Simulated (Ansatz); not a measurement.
Calculation for bcc Fe (111), 5 layers: DFT, PBE, norm-conserving pseudopotentials, Ansatz's default files, scalar-relativistic (Ansatz 0.2.0).

The slab is cut from a bulk crystal relaxed on PAW files (its atoms may have been relaxed since).

Command: `ansatz run input.yaml --threads 3 --pin off --max-ram 9216MiB --backend cpu --events-out ev --progress --plain --runs-dir out` It took 4.1 min on 3 threads of Arm Neoverse N1 (shared host), peak memory 2.3 GiB.

```yaml
crystal:
  lattice:
    - [4.0041382692, 0.0, 0.0]
    - [-2.0020691346, 3.4676854614, 0.0]
    - [0.0, 0.0, 19.2694]
  atoms:
    - { symbol: Fe, position: [0.8333333333, 0.1666666667, 0.4197957769], spin: 2.5 }
    - { symbol: Fe, position: [0.1666666667, 0.8333333333, 0.4611708625], spin: 2.5 }
    - { symbol: Fe, position: [0.5, 0.5, 0.4999999792], spin: 2.5 }
    - { symbol: Fe, position: [0.8333333333, 0.1666666667, 0.5388291586], spin: 2.5 }
    - { symbol: Fe, position: [0.1666666667, 0.8333333333, 0.5802042228], spin: 2.5 }
magnetization:
  spin_polarized: true
kpoints:
  mp_grid: { grid: [11, 11, 1] }
scf:
  occupations: { method: fermi_dirac, width: 0.1 }
hamiltonian:
  xc: pbe
  pseudopotentials: { kind: nc }
output:
  forces: true
  stress: true
  eigenvalues: true
efield:
  axis: 3
  amplitude: 0
  dipole_correction: true
```

Output:

```
Engine: ansatz 0.2.0
Pseudopotentials: kind: nc
Pseudopotential: Fe, nc, valence charge 16, recommended cutoff 1224.512381 eV (normal), Fe.nc.azcp
Functional definition: PBE
  parameter kappa = 0.804
  parameter beta = 0.06672455060314922
  exchange = pbe_x(kappa = kappa, mu = beta*pi^2/3)
  correlation = pbe_c(beta = beta)
Crystal: 5 atoms, lattice volume = 267.557 Å³
Basis set: ecut = 1224.512381 eV, 26089 PW (Γ), exchange–correlation on 96×96×450 points (8 copies of the dense FFT grid, shifted against one another)
Bands: 56, of which v1, the nominal top of the filled ones, is band 40 counted from 1 (39 counted from 0)
Symmetry: 6 space group operations
k-points: 16 of 121 (time reversal used)
Non-local potential: Fe, projectors of the file, l = 0: 2, l = 1: 2, l = 2: 2
Initial density: superposition of atomic densities (neutral atoms: chi_scale 0, normalization atom)
Starting moments: Σ|m| = 12.5 μB on 5 of 5 sites
Initial wavefunctions: pseudopotential atomic-orbital guess
Functional: x = pbe(κ = 0.804, μ = 0.2195149727645171), c = pbe(β = 0.06672455060314922)
SCF iter   1: F=—  HF=-17692.834496 eV  |F-HF|=—  |Δ(HF+E_count)|=         —  Δρ=6.14e-2 (↑4.43e-2 ↓6.14e-2)  dr2=3.02e1  dr2_m=4.92e0  M=12.366 μB ∫|m|=12.431 μB  β_m=0.30  ethr=3.10e-3  p=-0.000 e·Å  D=-7.19e-14 V/Å  ΔV_dip=0.00 eV  dr2_dipole=5.81e-10  V_vac-E_F(+/−)=8.72/8.72 eV  ⟨swp⟩=12.6  Hψ=10454  notcnv=0  defer=22
efield: sawtooth ramp at fractional position 0.9500 (placed from the atoms, in the widest stretch of the axis that holds none; the zero of the levels goes with the place), width 0.1000; the density the first Hamiltonian is built on has a dipole p = -0.000 e·Å; the dipole correction subtracts the counter field D = -7.19e-14 V/Å, which shifts the + side's vacuum level by +0.00 eV against the − side's; the planar-averaged density in the ramp window peaks in size at 9.0e-8 e/Å³
preconditioner: auto → LDOS  [metal: Δε(μ)=0.019 eV  Ē_g=6.448 eV  σ=0.100 eV  W_gap=0.05  n_scr=54 (ndim 8)  ℏωp=14.4 eV  f_vac=0.666  D(μ)=4.09/eV (n_scr^D=10)]
spin=Collinear: LDOS preconditioning applied to the charge; magnetization (m = ρ↑ − ρ↓) channel mixes plain (no charge-response kernel on spin).
SCF iter   2: F=—  HF=-17690.642159 eV  |F-HF|=—  |Δ(HF+E_count)|=    2.19e0  Δρ=3.78e-2 (↑3.27e-2 ↓3.78e-2)  dr2=1.18e1  dr2_m=2.33e0  M=12.673 μB ∫|m|=12.792 μB  β_m=0.30  ethr=3.10e-3  p=-0.000 e·Å  D=-1.52e-6 V/Å  ΔV_dip=0.00 eV  dr2_dipole=2.37e-9  V_vac-E_F(+/−)=6.97/6.97 eV  ⟨swp⟩=2.9  Hψ=2909  notcnv=0  defer=106  κ⁻¹=1.0e0(r=1)
SCF iter   3: F=—  HF=-17689.136150 eV  |F-HF|=—  |Δ(HF+E_count)|=    1.51e0  Δρ=2.35e-2 (↑2.33e-2 ↓2.35e-2)  dr2=1.05e0  dr2_m=1.11e0  M=12.412 μB ∫|m|=12.567 μB  β_m=1.00  ethr=3.10e-3  p=-0.000 e·Å  D=-1.35e-6 V/Å  ΔV_dip=0.00 eV  dr2_dipole=1.67e-9  V_vac-E_F(+/−)=3.98/3.98 eV  ⟨swp⟩=5.2  Hψ=4015  notcnv=1  defer=90  κ⁻¹=2.8e-3(r=2)
SCF iter   4: F=—  HF=-17689.716578 eV  |F-HF|=—  |Δ(HF+E_count)|=   5.80e-1  Δρ=1.56e-2 (↑1.31e-2 ↓1.56e-2)  dr2=2.35e0  dr2_m=2.96e-1  M=13.001 μB ∫|m|=13.354 μB  β_m=1.00  ethr=1.31e-3  p=0.000 e·Å  D=1.51e-6 V/Å  ΔV_dip=-0.00 eV  dr2_dipole=9.07e-10  V_vac-E_F(+/−)=5.03/5.03 eV  ⟨swp⟩=4.0  Hψ=3241  notcnv=0  defer=70  κ⁻¹=7.0e-4(r=3)
SCF iter   5: F=—  HF=-17689.563519 eV  |F-HF|=—  |Δ(HF+E_count)|=   1.53e-1  Δρ=1.00e-2 (↑7.63e-3 ↓1.00e-2)  dr2=1.08e0  dr2_m=3.73e-2  M=13.212 μB ∫|m|=13.634 μB  β_m=1.00  ethr=1.31e-3  p=0.000 e·Å  D=9.68e-7 V/Å  ΔV_dip=-0.00 eV  dr2_dipole=1.85e-9  V_vac-E_F(+/−)=4.20/4.20 eV  ⟨swp⟩=2.7  Hψ=2471  notcnv=0  defer=72  κ⁻¹=3.8e-4(r=4)
SCF iter   6: F=—  HF=-17689.555636 eV  |F-HF|=—  |Δ(HF+E_count)|=   7.88e-3  Δρ=7.93e-3 (↑7.93e-3 ↓7.90e-3)  dr2=9.47e-1  dr2_m=5.50e-3  M=13.276 μB ∫|m|=13.725 μB  β_m=1.20  ethr=1.31e-3  p=0.000 e·Å  D=4.24e-7 V/Å  ΔV_dip=-0.00 eV  dr2_dipole=1.04e-9  V_vac-E_F(+/−)=4.12/4.12 eV  ⟨swp⟩=2.0  Hψ=1994  notcnv=0  defer=73
Mixer restart at iter 6: flushing history
spin-set hold released at iteration 6 (site moments contracting): the magnetisation degrees of freedom join the quasi-Newton model from the next iteration; the mixer history was flushed
SCF iter   7: F=—  HF=-17689.521078 eV  |F-HF|=—  |Δ(HF+E_count)|=   3.46e-2  Δρ=6.31e-3 (↑6.31e-3 ↓3.18e-3)  dr2=3.19e-1  dr2_m=8.77e-3  M=13.289 μB ∫|m|=13.753 μB  β_m=0.41  ethr=1.18e-3  p=0.000 e·Å  D=3.41e-8 V/Å  ΔV_dip=-0.00 eV  dr2_dipole=7.54e-10  V_vac-E_F(+/−)=4.04/4.04 eV  ⟨swp⟩=2.0  Hψ=1879  notcnv=0  defer=73
density mixer auto → msr1: a metal under ldos (density of states about μ 2.34 of a free-electron gas's, 54 screened modes)
SCF iter   8: F=—  HF=-17689.508781 eV  |F-HF|=—  |Δ(HF+E_count)|=   1.23e-2  Δρ=4.52e-3 (↑3.60e-3 ↓4.52e-3)  dr2=7.40e-3  dr2_m=3.73e-2  M=13.261 μB ∫|m|=13.739 μB  β_m=0.33  ethr=3.98e-4  p=-0.000 e·Å  D=-8.83e-7 V/Å  ΔV_dip=0.00 eV  dr2_dipole=1.14e-12  V_vac-E_F(+/−)=3.95/3.95 eV  ⟨swp⟩=1.9  Hψ=1813  notcnv=0  defer=74
SCF iter   9: F=—  HF=-17689.518179 eV  |F-HF|=—  |Δ(HF+E_count)|=   9.40e-3  Δρ=2.85e-3 (↑1.83e-3 ↓2.85e-3)  dr2=4.46e-3  dr2_m=1.27e-2  M=13.231 μB ∫|m|=13.708 μB  β_m=0.85  ethr=9.26e-6  p=0.000 e·Å  D=1.40e-7 V/Å  ΔV_dip=-0.00 eV  dr2_dipole=1.95e-11  V_vac-E_F(+/−)=3.94/3.94 eV  ⟨swp⟩=2.1  Hψ=2877  notcnv=0  defer=74
SCF iter  10: F=—  HF=-17689.521964 eV  |F-HF|=—  |Δ(HF+E_count)|=   3.78e-3  Δρ=5.36e-4 (↑5.36e-4 ↓2.65e-4)  dr2=1.28e-3  dr2_m=2.05e-4  M=13.250 μB ∫|m|=13.731 μB  β_m=0.87  ethr=5.57e-6  p=-0.000 e·Å  D=-1.23e-6 V/Å  ΔV_dip=0.00 eV  dr2_dipole=1.26e-11  V_vac-E_F(+/−)=3.92/3.92 eV  ⟨swp⟩=2.8  Hψ=3585  notcnv=0  defer=74
SCF iter  11: F=—  HF=-17689.521891 eV  |F-HF|=—  |Δ(HF+E_count)|=   7.31e-5  Δρ=1.47e-4 (↑7.45e-5 ↓1.47e-4)  dr2=4.90e-5  dr2_m=2.05e-5  M=13.260 μB ∫|m|=13.742 μB  β_m=0.93  ethr=1.60e-6  p=-0.000 e·Å  D=-1.25e-7 V/Å  ΔV_dip=0.00 eV  dr2_dipole=2.74e-11  V_vac-E_F(+/−)=3.90/3.90 eV  ⟨swp⟩=2.3  Hψ=2508  notcnv=0  defer=74
SCF iter  12: F=—  HF=-17689.520951 eV  |F-HF|=—  |Δ(HF+E_count)|=   9.40e-4  Δρ=2.96e-5 (↑2.10e-5 ↓2.96e-5)  dr2=1.06e-6  dr2_m=1.08e-6  M=13.259 μB ∫|m|=13.741 μB  β_m=0.97  ethr=6.13e-8  p=-0.000 e·Å  D=-6.06e-8 V/Å  ΔV_dip=0.00 eV  dr2_dipole=3.89e-12  V_vac-E_F(+/−)=3.91/3.91 eV  ⟨swp⟩=2.5  Hψ=3070  notcnv=0  defer=77
SCF iter  13: F=—  HF=-17689.520954 eV  |F-HF|=—  |Δ(HF+E_count)|=   2.34e-6  Δρ=8.85e-6 (↑5.25e-6 ↓8.85e-6)  dr2=1.65e-7  dr2_m=8.21e-8  M=13.260 μB ∫|m|=13.742 μB  β_m=0.98  ethr=1.33e-9  p=-0.000 e·Å  D=-2.97e-10 V/Å  ΔV_dip=0.00 eV  dr2_dipole=1.22e-15  V_vac-E_F(+/−)=3.91/3.91 eV  ⟨swp⟩=2.9  Hψ=3450  notcnv=0  defer=77
iter 14 met the thresholds in force, and the SCF goes on: an eigenvalue changes by 3.22 meV, over its tolerance of 0.50 meV (output.eigenvalues, Limitations)
SCF iter  14: F=-17689.520954 eV  HF=-17689.520954 eV  |F-HF|=2.88e-9  |Δ(HF+E_count)|=   6.31e-8  Δρ=2.53e-6 (↑8.93e-7 ↓2.53e-6)  dr2=1.65e-8  dr2_m=5.21e-9  M=13.261 μB ∫|m|=13.742 μB  β_m=0.99  ethr=1.25e-10  p=-0.000 e·Å  D=-2.66e-8 V/Å  ΔV_dip=0.00 eV  dr2_dipole=6.28e-15  V_vac-E_F(+/−)=3.91/3.91 eV  ⟨swp⟩=17.7  Hψ=9453  notcnv=0
[... lines left out ...]
Harris-Foulkes:  -17689.520954 eV  (|F-HF|=3.68e-8)
Internal energy: -17689.342300 eV  (E = F + TS)
E sigma→0 (E₀):  -17689.431627 eV
Entropy (-TS):   -0.178654 eV (-35.731 meV/atom)
Fermi energy:    0.982260 eV
Dipole field:    D = -0.000020 V/Å  (p = -0.000029 e·Å, saw-weighted, corrected)
Work function:   Φ+ = 3.9073 eV   Φ− = 3.9069 eV
Levels:          The Fermi level and band energies are counted from a zero that moves with the ramp; work functions are not
--- Per-component energies (eV) ---
  E_band       = -2454.722290
  E_kinetic    = 7838.491078
  E_local      = -99776.869114  (includes V_loc(G=0)·N_el)
  E_nonlocal   = -944.757945
  E_hartree    = 46490.327269
  E_xc         = -3185.106922
  E_vxc        = -2552.263657  (∫ρ·V_xc dr)
  E_efield     = 0.000000  (sawtooth field / dipole correction)
  E_vefield    = 0.000000  (∫n·V_field dr)
  E_ewald      = 31888.573334
  E_smearing   = -0.178654  (= −TS)
  E_closure    = 0.000000  (closes the sum)
  Σ components = -17689.520954   (vs F -17689.520954, Δ=0.00e0)
--- Forces (eV/Å), atoms counted from 1 ---
  atom   1  Fe    -0.00000000    -0.00000000    -0.00391335
  atom   2  Fe    -0.00000000    -0.00000000    -0.00297939
  atom   3  Fe     0.00000000    -0.00000000     0.00001102
  atom   4  Fe     0.00000000     0.00000000     0.00300538
  atom   5  Fe     0.00000000     0.00000000     0.00391367
  max |Σ_I F_I| component: 3.73e-5 eV/Å
--- Stress (GPa, compression-positive) ---
       -0.517675       0.000000      -0.000000
        0.000000      -0.517675      -0.000000
       -0.000000      -0.000000       0.009373
  P = ⅓ Tr σ = -0.3420 GPa (-3.420 kbar)
--- Band table (eV; the first three rows and the last of 32) ---
  k-point 0 ↑: bands = ["-87.1610", "-87.1555", "-87.0684", "-86.6648", "-86.6612", "-53.4728", "-53.4710", "-53.2679", "-53.2679", "-53.2595", "-53.2595", "-53.2510", "-53.2510", "-53.1593", "-52.8279", "-52.7956", "-52.7956", "-52.7952", "-52.7311", "-52.7311", "-6.2091", "-3.4869", "-3.4869", "-3.1365", "-2.4258", "-2.4258", "-2.2207", "-2.1947", "-2.0274", "-2.0274", "-1.7920", "-1.7920", "-1.4839", "-1.4839", "-1.3130", "-0.5496", "-0.5496", "-0.5311", "-0.5311", "-0.2563", "-0.1419", "-0.1419", "-0.0579", "0.1911", "0.1911", "0.7752", "0.7752", "1.6017", "4.1787", "4.7079", "5.9349", "5.9669", "8.0788", "8.0788", "8.3064", "8.5898"]
  k-point 1 ↑: bands = ["-87.1607", "-87.1554", "-87.0682", "-86.6650", "-86.6614", "-53.4731", "-53.4718", "-53.2810", "-53.2788", "-53.2568", "-53.2564", "-53.2422", "-53.2405", "-53.1603", "-52.8265", "-52.8003", "-52.7935", "-52.7879", "-52.7358", "-52.7316", "-6.1023", "-3.4760", "-3.4429", "-3.1125", "-2.5308", "-2.4349", "-2.2402", "-2.1901", "-2.0072", "-1.9951", "-1.7766", "-1.7711", "-1.4712", "-1.4050", "-1.2489", "-0.6625", "-0.6122", "-0.5085", "-0.4498", "-0.1864", "-0.1796", "-0.1131", "-0.0458", "0.1818", "0.1973", "0.6913", "0.7554", "1.6729", "4.2604", "4.8090", "6.0325", "6.0496", "6.7343", "7.0978", "8.3552", "8.6052"]
  k-point 2 ↑: bands = ["-87.1599", "-87.1554", "-87.0677", "-86.6657", "-86.6621", "-53.4747", "-53.4734", "-53.2980", "-53.2868", "-53.2574", "-53.2560", "-53.2287", "-53.2261", "-53.1621", "-52.8231", "-52.8019", "-52.7876", "-52.7793", "-52.7486", "-52.7333", "-5.7904", "-3.4532", "-3.3152", "-3.0601", "-2.6809", "-2.4435", "-2.3389", "-2.1690", "-1.9911", "-1.9298", "-1.7549", "-1.7427", "-1.4251", "-1.2408", "-1.0260", "-0.8060", "-0.6754", "-0.5290", "-0.3457", "-0.2546", "-0.1461", "-0.0316", "0.0359", "0.1596", "0.2070", "0.4945", "0.7025", "1.9036", "4.5022", "4.9595", "5.1116", "5.9000", "6.2626", "6.3317", "7.1769", "8.5408"]
  k-point 15 ↓: bands = ["-84.5123", "-84.3829", "-84.3782", "-84.3273", "-84.3240", "-50.6846", "-50.6766", "-50.5367", "-50.5291", "-50.5073", "-50.5044", "-50.3814", "-50.3778", "-50.3738", "-50.3238", "-50.3060", "-50.2542", "-50.2522", "-50.2067", "-50.2061", "-2.8311", "-2.7727", "-2.2673", "-1.2096", "-0.9577", "-0.6394", "-0.0696", "0.0358", "0.0719", "0.3693", "0.4522", "0.5741", "0.6822", "0.9936", "1.1929", "1.6887", "1.9055", "1.9353", "2.1579", "2.3401", "2.3806", "2.4571", "2.6850", "2.7505", "3.0052", "3.2014", "3.2457", "3.2509", "4.4393", "4.4905", "5.3800", "5.6081", "6.2280", "7.8411", "8.1534", "8.4430"]
```

Other magnetic orders may lie lower. The norm-conserving files are those that the library serves for this functional.
